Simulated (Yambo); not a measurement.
# Convergence of the G0W0 gap of YOF

G0W0@LDA for YOF (space group P4/nmm, No. 129) in Yambo. Reference settings: 4×4×2 Γ-centred k mesh, 156 bands and a 8 Ry block in the screening, 156 bands in G with the Bruneval-Gonze terminator, plasmon pole fitted at 27.2 eV. The LDA gap (0.25, 0.25, -0.5) → Γ on this mesh is 4.82 eV; G0W0 gaps are taken between the same points.

```tsv
change from the reference	G0W0 gap (0.25, 0.25, -0.5) → Γ (eV)	shift of the valence edge (eV)	rough Yambo cost
reference settings	6.76	-0.91	1
43 bands in W, 43 bands in G	7.26	-0.67	about 1/5
62 bands in W, 62 bands in G	6.91	-0.71	about 1/3
exchange cut at 5 Ry	5.40	1.84	–
43 bands in W, 43 bands in G, 2 Ry block	7.30	-0.88	about 1/10
43 bands in W, 43 bands in G, 3 Ry block	7.22	-0.77	about 1/8
43 bands in W, 43 bands in G, 6 Ry block	7.20	-0.65	about 1/7
62 bands in W, 62 bands in G, 6 Ry block	6.83	-0.67	about 1/4
90 bands in W, 90 bands in G, 2 Ry block	6.73	-0.89	about 1/3
123 bands in W, 123 bands in G, 2 Ry block	6.66	-0.91	about 1/2
2 Ry block	6.63	-0.92	within a factor of two
123 bands in W, 123 bands in G, 5 Ry block	6.64	-0.79	within a factor of two
123 bands in W, 123 bands in G, 6 Ry block	6.65	-0.80	within a factor of two
123 bands in W, 123 bands in G, no terminator	6.63	-0.59	within a factor of two
no terminator	6.65	-0.68	within a factor of two
```

The reference isn't shown to be the converged limit. Costs are rough (shared machines), scaled to the same edge states, and given only for runs that recompute the screening.

Geometry of the Materials Project entry, not relaxed at this level; primitive cell a = b = 3.8323 Å, c = 5.4467 Å, α = β = γ = 90.00°.

The structure is a Materials Project entry; no match was found in the copy of COD used, and its stability was not checked.

A shift is the quasiparticle energy of the state minus its LDA energy.
